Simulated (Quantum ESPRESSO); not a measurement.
Ga3GeP4, input and log of a self-consistent run

Computed values, not a measurement. The program is pw.x of Quantum ESPRESSO 7.5 (plane-wave density functional theory). The cell is made up: 8 atoms on a zincblende/diamond lattice, with randomly drawn elements, strain and displacements, not relaxed. PseudoDojo standard norm-conserving files (v0.5 for PBE, v0.4.1 for LDA and PBEsol) set the functional; there is no spin polarisation, spin-orbit coupling or dispersion term, and the masses in the input are unused placeholders. A spin-polarised start on this cell or one of its family kept no moment.

Input:

```
&control calculation='scf', pseudo_dir='./dojo.nc.sr.pbe.v0_5.standard.upf', outdir='./o', disk_io='medium', tprnfor=.true., tstress=.true. /
&system ibrav=0, nat=8, ntyp=3, nbnd=47, ecutwfc=79.96652505, nosym=.true., tot_charge=0,
 occupations='smearing', smearing='fd', degauss=0.0073498644
/
&electrons conv_thr=7.350e-09, electron_maxstep=60, /
ATOMIC_SPECIES
Ga 1.0 Ga.upf
Ge 1.0 Ge.upf
P 1.0 P.upf
CELL_PARAMETERS angstrom
5.436 0.0205 0.076
0.0205 5.3821 0.014
0.076 0.014 5.373
ATOMIC_POSITIONS angstrom
Ga 0.0368 0.0208 -0.055
Ga 0.0375 2.7033 2.6992
Ga 2.7323 -0.0509 2.6907
Ge 2.7123 2.7099 0.0301
P 1.3703 1.4174 1.3382
P 1.3813 4.0344 4.013
P 4.0896 1.3987 4.0679
P 4.0989 4.0038 1.4041
K_POINTS automatic
6 6 6 1 1 1
```

The log is shortened where brackets say so; the opening notice, blank lines, dates and the lines on written files are dropped, and the path of the files is cut. It prints rydbergs, bohrs and kilobars, and counts compression as positive stress.

```
     Program PWSCF v.7.5
     Parallel version (MPI & OpenMP), running on       1 processor cores
     Number of MPI processes:                 1
     Threads/MPI process:                     1
     [start-up lines left out]
     bravais-lattice index     =            0
     lattice parameter (alat)  =      10.2736  a.u.
     unit-cell volume          =    1060.5953 (a.u.)^3
     number of atoms/cell      =            8
     number of atomic types    =            3
     number of electrons       =        73.00
     number of Kohn-Sham states=           47
     kinetic-energy cutoff     =      79.9665  Ry
     charge density cutoff     =     319.8661  Ry
     scf convergence threshold =      7.3E-09
     mixing beta               =       0.7000
     number of iterations used =            8  plain     mixing
     Exchange-correlation= PBE
                           (   1   4   3   4   0   0   0)
     [axes and pseudopotential details left out]
   Cartesian axes
     site n.     atom                  positions (alat units)
         1        Ga     tau(   1) = (   0.0067690   0.0038259  -0.0101167  )
         2        Ga     tau(   2) = (   0.0068977   0.4972437   0.4964895  )
         3        Ga     tau(   3) = (   0.5025779  -0.0093625   0.4949260  )
         4        Ge     tau(   4) = (   0.4988991   0.4984577   0.0055366  )
         5        P      tau(   5) = (   0.2520523   0.2607159   0.2461479  )
         6        P      tau(   6) = (   0.2540756   0.7420856   0.7381493  )
         7        P      tau(   7) = (   0.7522390   0.2572762   0.7482475  )
         8        P      tau(   8) = (   0.7539497   0.7364570   0.2582695  )
     number of k points=   108  Fermi-Dirac smearing, width (Ry)=  0.0073
     Number of k-points >= 100: set verbosity='high' to print them.
     Dense  grid:   102437 G-vectors     FFT dimensions: (  60,  60,  60)
     Estimated max dynamical RAM per process >     142.56 MB
     Initial potential from superposition of free atoms
     starting charge      72.9906, renormalised to      73.0000
     Starting wfcs are   52 randomized atomic wfcs
     total cpu time spent up to now is       31.2 secs
     per-process dynamical memory:    84.8 Mb
     Self-consistent Calculation
     iteration #  1     ecut=    79.97 Ry     beta= 0.70
     Davidson diagonalization with overlap
     ethr =  1.00E-02,  avg # of iterations =  4.6
     Threshold (ethr) on eigenvalues was too large:
     Diagonalizing with lowered threshold
     Davidson diagonalization with overlap
     ethr =  3.34E-04,  avg # of iterations =  5.0
     total cpu time spent up to now is      242.9 secs
     total energy              =    -692.92445586 Ry
     estimated scf accuracy    <       0.25485188 Ry
     iteration #  2     ecut=    79.97 Ry     beta= 0.70
     Davidson diagonalization with overlap
     ethr =  3.49E-04,  avg # of iterations =  2.1
     total cpu time spent up to now is      343.7 secs
     total energy              =    -692.97510567 Ry
     estimated scf accuracy    <       0.05101633 Ry
     iteration #  3     ecut=    79.97 Ry     beta= 0.70
     Davidson diagonalization with overlap
     ethr =  6.99E-05,  avg # of iterations =  5.9
     total cpu time spent up to now is      453.9 secs
     total energy              =    -692.98501409 Ry
     estimated scf accuracy    <       0.00315691 Ry
     iteration #  4     ecut=    79.97 Ry     beta= 0.70
     Davidson diagonalization with overlap
     c_bands:  1 eigenvalues not converged
     c_bands:  1 eigenvalues not converged
     c_bands:  1 eigenvalues not converged
     c_bands:  1 eigenvalues not converged
     c_bands:  1 eigenvalues not converged
     c_bands:  1 eigenvalues not converged
     c_bands:  1 eigenvalues not converged
     c_bands:  1 eigenvalues not converged
     ethr =  4.32E-06,  avg # of iterations =  9.3
     total cpu time spent up to now is      588.1 secs
     total energy              =    -692.98538521 Ry
     estimated scf accuracy    <       0.00252461 Ry
     iteration #  5     ecut=    79.97 Ry     beta= 0.70
     Davidson diagonalization with overlap
     c_bands:  1 eigenvalues not converged
     ethr =  3.46E-06,  avg # of iterations =  2.5
     total cpu time spent up to now is      692.5 secs
     total energy              =    -692.98588697 Ry
     estimated scf accuracy    <       0.00003721 Ry
     iteration #  6     ecut=    79.97 Ry     beta= 0.70
     Davidson diagonalization with overlap
     ethr =  5.10E-08,  avg # of iterations =  4.0
     total cpu time spent up to now is      813.6 secs
     total energy              =    -692.98590087 Ry
     estimated scf accuracy    <       0.00001636 Ry
     iteration #  7     ecut=    79.97 Ry     beta= 0.70
     Davidson diagonalization with overlap
     ethr =  2.24E-08,  avg # of iterations =  2.0
     total cpu time spent up to now is      905.0 secs
     total energy              =    -692.98590413 Ry
     estimated scf accuracy    <       0.00000120 Ry
     iteration #  8     ecut=    79.97 Ry     beta= 0.70
     Davidson diagonalization with overlap
     ethr =  1.64E-09,  avg # of iterations =  2.2
     total cpu time spent up to now is      989.6 secs
     total energy              =    -692.98590436 Ry
     estimated scf accuracy    <       0.00000007 Ry
     iteration #  9     ecut=    79.97 Ry     beta= 0.70
     Davidson diagonalization with overlap
     ethr =  9.32E-11,  avg # of iterations =  4.0
     total cpu time spent up to now is     1095.0 secs
     total energy              =    -692.98590440 Ry
     estimated scf accuracy    <       0.00000003 Ry
     iteration # 10     ecut=    79.97 Ry     beta= 0.70
     Davidson diagonalization with overlap
     ethr =  3.57E-11,  avg # of iterations =  2.0
     total cpu time spent up to now is     1181.2 secs
     End of self-consistent calculation
     Number of k-points >= 100: set verbosity='high' to print the bands.
     the Fermi energy is     9.8152 ev
!    total energy              =    -692.98590440 Ry
     estimated scf accuracy    <          5.7E-09 Ry
     smearing contrib. (-TS)   =      -0.00625102 Ry
     internal energy E=F+TS    =    -692.97965338 Ry
     The total energy is F=E-TS. E is the sum of the following terms:
     one-electron contribution =    -318.71616434 Ry
     hartree contribution      =     213.94388353 Ry
     xc contribution           =    -185.98780348 Ry
     ewald contribution        =    -402.21956909 Ry
     convergence has been achieved in  10 iterations
     Forces acting on atoms (cartesian axes, Ry/au):
     atom    1 type  1   force =    -0.02484333    0.01191933    0.02030393
     atom    2 type  1   force =    -0.00981495    0.00657968   -0.00264233
     atom    3 type  1   force =     0.00128174    0.03406185   -0.00204543
     atom    4 type  2   force =    -0.00006205    0.02681663   -0.00495240
     atom    5 type  3   force =    -0.00559388   -0.05122314    0.01229756
     atom    6 type  3   force =     0.00532813   -0.00361060    0.00161914
     atom    7 type  3   force =     0.01052418   -0.04370755   -0.01146168
     atom    8 type  3   force =     0.02318015    0.01916380   -0.01311879
     Total force =     0.096475     Total SCF correction =     0.000277
     Computing stress (Cartesian axis) and pressure
          total   stress  (Ry/bohr**3)                   (kbar)     P=       67.07
   0.00045361  -0.00004354  -0.00015867           66.73       -6.41      -23.34
  -0.00004354   0.00043084   0.00004984           -6.41       63.38        7.33
  -0.00015867   0.00004984   0.00048328          -23.34        7.33       71.09
     init_run     :     25.90s CPU     31.10s WALL (       1 calls)
     electrons    :   1110.38s CPU   1150.02s WALL (       1 calls)
     forces       :     20.55s CPU     20.76s WALL (       1 calls)
     stress       :     74.20s CPU     74.45s WALL (       1 calls)
     [timing details left out]
     PWSCF        :  20m31.53s CPU  21m19.34s WALL
     JOB DONE.
```

In other units: free energy -9428.554 eV for the cell, pressure 6.71 GPa, largest force component 1.317 eV/Å. A rerun of a related cell, with the same atoms placed differently, at 1377 eV and a 8 x 8 x 8 mesh moved values by no more than 0.005 eV in energy, 0.04 GPa in stress and 0.012 eV/Å in force.